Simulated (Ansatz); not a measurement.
Here is the system:

ZrIr:
```cif
data_IrZr
_chemical_formula_sum 'Ir1 Zr1'
_space_group_name_H-M_alt 'P 1'
_space_group_IT_number 1
_cell_length_a 3.79215
_cell_length_b 3.79215
_cell_length_c 3.79215
_cell_angle_alpha 60.000
_cell_angle_beta 60.000
_cell_angle_gamma 60.000
loop_
_space_group_symop_operation_xyz
  'x, y, z'
loop_
_atom_site_label
_atom_site_type_symbol
_atom_site_fract_x
_atom_site_fract_y
_atom_site_fract_z
_atom_site_occupancy
Ir1 Ir 0.00000 0.00000 0.00000 1
Zr1 Zr 0.50000 0.50000 0.50000 1
```

This is the PBEsol-relaxed structure.

Problem. All from plane-wave PAW PBEsol (Ansatz code), unless another level is named. Give the bulk modulus (Birch–Murnaghan fit).

Solution. 170 GPa.

Problem. Give the elastic constants (relaxed ions, GPa).

Solution. C11 = 317, C12 = 96.1, C44 = 7.6.

Problem. Predict the highest zone-centre frequency.

Solution. 158 cm⁻¹.

Space group Fm-3m (rock salt). The start of the workflow was typed in or built on a structure type; neither database checked (COD, Materials Project) lists it. COD files the formula under space group No. 221. Its standing as an ambient phase is unchecked. The PBEsol relaxation kept the symmetry of its start; its stability against distortions is not shown here. No spin polarisation was allowed. As this level gives no gap, shear constants depend on the k-mesh and smearing (Fermi–Dirac, 0.1 eV here). As this level gives no gap, phonon frequencies hold no LO–TO term and depend on the k-mesh and smearing (Fermi–Dirac, 0.1 eV here). Spin–orbit coupling is left out wherever it is not named.

Potentials: the later of the program's two PAW sets.
